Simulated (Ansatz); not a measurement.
## Convergence notes, G0W0 on PbTe (rocksalt)

Rocksalt PbTe, relaxed with r2SCAN; one-shot G0W0 in Ansatz without spin-orbit coupling. No spin polarisation and no zero-point or thermal motion.

```cif
data_structure
_symmetry_space_group_name_H-M 'P 1'
_symmetry_Int_Tables_number 1
_cell_length_a 4.6214
_cell_length_b 4.6214
_cell_length_c 4.6214
_cell_angle_alpha 60.000
_cell_angle_beta 60.000
_cell_angle_gamma 60.000
_cell_volume 69.79
loop_
_atom_site_label
_atom_site_type_symbol
_atom_site_fract_x
_atom_site_fract_y
_atom_site_fract_z
_atom_site_occupancy
Pb1 Pb 0.00000 0.00000 0.00000 1
Te1 Te 0.50000 0.50000 0.50000 1
```

Gaps are read over the mesh points alone. G0W0 here is at a finite number of bands, screening cutoff and k mesh, not at the basis limit.

| start | potentials | frequency model | mesh | empty bands | screening cutoff (eV) | Kohn-Sham gap (eV) | G0W0 gap (eV) |
| --- | --- | --- | --- | --- | --- | --- | --- |
| PBE | PAW | contour deformation | 4×4×4 | 158 | 100 | 0.80 | 1.00 |
| PBE | PAW | contour deformation | 4×4×4 | 382 | 180 | 0.80 | 1.09 |
| PBE | PAW | contour deformation | 4×4×4 | 742 | 260 | 0.80 | 1.13 |
| HSE06 | PAW | contour deformation | 4×4×4 | 382 | 180 | 1.20 | 1.26 |
| r2SCAN | PAW | contour deformation | 4×4×4 | 382 | 180 | 1.09 | 1.22 |
| PBE0 | PAW | contour deformation | 4×4×4 | 382 | 180 | 1.79 | 1.40 |
| PBE | PAW | Godby-Needs pole | 4×4×4 | 382 | 180 | 0.80 | 1.04 |
| PBE | PAW | contour deformation | 6×6×6 | 113 | 80 | 0.80 | 0.99 |
| PBE | norm-conserving | contour deformation | 4×4×4 | 382 | 180 | 0.80 | 1.04 |

G0W0 moves the gap on the mesh from 0.80 eV (PBE) to 1.13 eV (direct at L). Renormalisation factors Z lie between 0.67 and 0.77.

Raising bands and cutoff together moves the gap by +0.09 eV (100 to 180 eV), then +0.04 eV (180 to 260 eV); the last step is still large, so the basis limit isn't reached. Starting from HSE06 (1.20 eV against PBE's 0.80 eV) gives 1.26 eV, +0.17 eV from G0W0@PBE at the same screening cutoff. Starting from r2SCAN (1.09 eV against PBE's 0.80 eV) gives 1.22 eV, +0.13 eV from G0W0@PBE at the same screening cutoff. Starting from PBE0 (1.79 eV against PBE's 0.80 eV) gives 1.40 eV, +0.32 eV from G0W0@PBE at the same screening cutoff. The Godby-Needs plasmon pole differs from contour deformation by -0.05 eV. Norm-conserving potentials (wave cutoff 1120 eV against 420 eV) shift the quasiparticle gap by -0.05 eV and the PBE gap by 0.00 eV. On these meshes the dielectric constant comes out too large, which adds an error that these runs don't bound. r2SCAN runs take a wave cutoff of 500 eV.

The program warns that the k mesh is coarse for exact exchange in some of these runs, so their gaps aren't converged.
